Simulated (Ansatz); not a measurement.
GaSb (rock salt, Fm-3m) at seven volumes, the program Ansatz at the PBE level (PAW), scaled uniformly. One row is withheld.

```csv
V (Å³/atom),P (GPa)
22.168,6.50
22.899,3.92
23.630,1.80
24.361,0.00
25.091,?
25.822,-2.78
26.553,-3.84
```

Q: Fit the shown pressures and predict the withheld one.

A: P = (3/2)B₀(x^(7/2) − x^(5/2))[1 + (3/4)(B′ − 4)(x − 1)] with x = (V₀/V)^(2/3). Least squares on the six rows gives V₀ = 24.359 Å³/atom, B₀ = 54.8 GPa, B′ = 4.84. At V = 25.091, x = 0.9805 and P = -1.51 GPa. The run itself gave -1.51 GPa.

The start of the workflow was typed in or built on a structure type; neither database checked (COD, Materials Project) lists it. It is not the phase usual at ambient conditions (space group No. 216). The cell was relaxed with PBE under the symmetry of its start; its stability against distortions is not shown here. The volume moved by 17 % from the start of the relaxation. Spin–orbit coupling is left out wherever it is not named.

Potentials: the later of the program's two PAW sets.
